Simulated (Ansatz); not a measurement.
## Bands of Gd

```xyz
2
Lattice="3.6419 0.0000 0.0000 -1.8210 3.1540 0.0000 0.0000 0.0000 5.9017" Properties=species:S:1:pos:R:3 pbc="T T T"
Gd    0.0000    2.1027    1.4754
Gd    1.8210    1.0513    4.4263
```

Atom numbers follow the list: Gd1, Gd2.

Structure from Materials Project entry mp-155 (possibly hypothetical), not relaxed further.

Semilocal functionals without a Hubbard term describe localised f shells poorly; where the shell is localised, the real material differs.

The magnetic state is the one reached from the start moments; no search over orders was made, so it needn't be the ground state.

No spin–orbit coupling, which matters for the heavy atoms here.

Level of theory: DFT, LDA, all-electron LAPW, scalar-relativistic (Ansatz 0.2.0).

Numerical set-up: a Γ-centred 12×12×6 k mesh, Fermi–Dirac smearing of 0.03 eV, basis error target 1 meV/atom, spin-polarised from start moments Gd1 7, Gd2 7 μB, ending with a cell moment of 15.18 μB.

Points in fractions of the reciprocal vectors of this cell: Γ (0, 0, 0), M (0.5, 0, 0), K (0.333, 0.333, 0), A (0, 0, 0.5), L (0.5, 0, 0.5), H (0.333, 0.333, 0.5). The path joins them by straight lines in the order Γ–M–K–Γ–A–L–H–A–L; legs that retrace an earlier one aren't tabulated. Energies are in eV from the Fermi level.

**Question.** List the spin-down levels at Γ between -8 and 2 eV.

**Answer.** -4.15, -1.51, 0.21, 0.25, 0.29, 0.36 (×2), 0.37, 0.40 (×2), 0.41 (×2), 0.50 (×2), 0.58, 0.59, 1.99.

**Question.** List the spin-down levels at M between -8 and 2 eV.

**Answer.** -1.13, -0.83, -0.51, 0.25, 0.31, 0.36 (×2), 0.38, 0.39, 0.39, 0.41, 0.47, 0.48, 0.50, 0.52, 0.55, 0.57, 1.13.

**Question.** List the spin-up levels at L between -8 and 2 eV.

**Answer.** -4.62 (×2), -4.61 (×2), -4.59 (×2), -4.55 (×4), -4.52 (×4), -2.09 (×2), -0.41 (×2), 1.52 (×2).

**Question.** What is the band gap?

**Answer.** none: bands cross the Fermi level, a metal.
